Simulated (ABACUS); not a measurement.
Set-up for a self-consistent single point of a model cell of Hg (Fd-3m, 2 atoms in the cell; prototype structure).

```xyz
2
Lattice="0.0000 3.2584 3.2584 3.2584 0.0000 3.2584 3.2584 3.2584 0.0000" Properties=species:S:1:pos:R:3 pbc="T T T"
Hg     4.8875     4.8875     4.8875
Hg     3.2584     3.2584     3.2584
```

Method: PBEsol, PseudoDojo 0.4 standard norm-conserving PBEsol (tails mended) pseudopotentials (plane waves; ABACUS).

ABACUS settings:

* **KPT**: Gamma 10 10 10 0 0 0
* **basis_type**: pw
* **ecutwfc**: 66 Ry
* **smearing_method**: gaussian
* **smearing_sigma**: 0.0199916 Ry
* **potentials**: PseudoDojo 0.4 standard norm-conserving PBEsol (tails mended)
* **symmetry**: 1
* **symmetry_prec**: 1e-05
* **ks_solver**: dav
* **scf_nmax**: 100
* **scf_thr**: 1.0e-09 Ry
* **mixing_type**: pulay
* **mixing_beta**: 0.4

Results:

* **Number of valence electrons**: 40
* **Number of bands**: 30
* **Number of k-points after the program's reduction**: 47
* **Number of plane waves (most at a k-point)**: 4279
* **Number of SCF iterations**: 13
* **FFT grid**: 45 × 45 × 45
* **Free energy E − TS**: -9063.8068 eV
* **Fermi level (on the code's own zero)**: 9.00 eV
* **Pressure**: 0.80 GPa

Stress (GPa, positive for compression):
```
0.80  0.00  0.00
0.00  0.80  0.00
0.00  0.00  0.80
```

For comparison: a first run was changed to give this one (volume scaled by 1.01), and from it to this one the free energy goes down by 2.0 meV/atom and the pressure goes from 1.02 to 0.80 GPa.

The cell was set up from a structure prototype or typed lattice constants and was not relaxed beforehand at this level.

Cost on one core: roughly 2.3 core-minutes.

“Tails mended”: in these copies of the files the far tail of each local potential was reset to the Coulomb form.
